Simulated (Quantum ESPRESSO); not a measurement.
## SnHf4Ta2Au (a curve over one atom's position)

Computed values, not a measurement. The program is pw.x of Quantum ESPRESSO 7.5 (plane-wave density functional theory). The cell is made up: eight metal atoms on a hexagonal close-packed lattice, with elements, volume, strain and displacements drawn at random and not relaxed, so it may be unstable or far from any real phase. PseudoDojo standard norm-conserving files set the functional (PBE unless stated); there is no spin polarisation or spin-orbit coupling, the Fermi-Dirac width of 0.25 eV means electrons at about 2900 K, and the masses in the input are unused placeholders. The tin pseudopotential is less sure than most, with forces differing by about three percent from a second method on plain tin. Heavy elements are run without spin-orbit coupling, which real alloys of them have. A spin test at this wide smearing found no moment, but such smearing suppresses magnetism that the real alloy may have.

Seven runs move atom 6 (Hf, counted in the order of the input) along x and keep all else fixed.

Input of the run at +0.0206:

```
&control calculation='scf', pseudo_dir='./dojo.nc.sr.pbe.v0_5.standard.upf', outdir='./o', disk_io='minimal', tprnfor=.true., tstress=.true. /
&system ibrav=0, nat=8, ntyp=4, nbnd=70, ecutwfc=75.99759826, nosym=.true., tot_charge=0,
 occupations='smearing', smearing='fd', degauss=0.0183746611
/
&electrons conv_thr=1.470e-08, electron_maxstep=70, mixing_beta=0.5 /
ATOMIC_SPECIES
Au 1.0 Au.upf
Hf 1.0 Hf.upf
Sn 1.0 Sn.upf
Ta 1.0 Ta.upf
CELL_PARAMETERS angstrom
-3.0553 -0.0338 0.0408
0.1254 5.2839 -5.0209
0.0084 -5.3758 -5.1181
ATOMIC_POSITIONS angstrom
Sn -0.0834 0.0614 -0.0764
Hf -0.0503 1.7265 -2.4289
Hf 0.0999 0.0754 -5.1731
Ta 0.274 1.7562 -7.4604
Ta -1.44 -0.947 -2.5585
Hf -1.4579 -2.5568 -5.0541
Hf -1.5124 -1.0949 -7.6356
Au -1.2919 2.803 -4.8096
K_POINTS automatic
8 3 3 1 1 1
```

```
shift of atom 6 along x (Å)  free energy less that of the input shown (eV)  Fx on atom 6 (eV/Å)  Fy on atom 6 (eV/Å)  Fz on atom 6 (eV/Å)  pressure (GPa)  iterations
                    -0.1528                                         0.0002                0.180               -0.691                0.974            2.27          19
                    -0.1208                                        -0.0045                0.112               -0.669                0.968            2.27          19
                    -0.0934                                        -0.0068                0.055               -0.648                0.965            2.27          19
                    +0.0206                                         0.0000               -0.171               -0.541                0.974            2.31          19
                    +0.0390                                         0.0035               -0.206               -0.521                0.979            2.32          19
                    +0.0942                                         0.0177               -0.309               -0.459                0.998            2.34          19
                    +0.1301                                         0.0300               -0.376               -0.416                1.015            2.36          19
```

A cubic fit gives dFx/dx = -1.93 eV/Å² at zero shift. Across the table the energy follows minus the integral of the force to 0.1 meV. A rerun of one of the cells at a higher cutoff and on a denser mesh moved values by no more than 0.002 eV in energy, 0.08 GPa in stress and 0.009 eV/Å in force, and a second program with other atomic files agreed on that cell to 2 % rms in force and 0.5 GPa in pressure.